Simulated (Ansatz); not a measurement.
Polymorphs of Mg, each relaxed with the program Ansatz at the PBEsol level (PAW):

A: hcp (Mg type) (P6_3/mmc)
a = b = 3.1893 Å, c = 5.1086 Å, α = β = 90.00°, γ = 120.00°

```json
[
 {"atom": "Mg", "site": "2c", "symmetry": "-6m2", "x": "0.3333", "y": "0.6667", "z": "0.2500"}
]
```

B: dhcp (α-La type) (P6_3/mmc)
a = 3.189 Å, b = 3.189 Å, c = 10.253 Å, α = 90.00°, β = 90.00°, γ = 120.00°

```csv
atom,site,symmetry,x,y,z
Mg,2a,-3m.,0.0000,0.0000,0.0000
Mg,2c,-6m2,0.3333,0.6667,0.2500
```

Question: Order them by energy per atom at 0 K (lowest first) at the level PBEsol.

Answer: A (+0 meV/atom), B (+7 meV/atom)

Not the usual ambient phase: B. All cells were relaxed under the symmetry of their starts (and spin orders); stability against distortions was not tested throughout.

Energies hold the estimated change up to a 700 eV cutoff; steps of a few meV lie near the error of the meshes.

Potentials: the later of the program's two PAW sets.
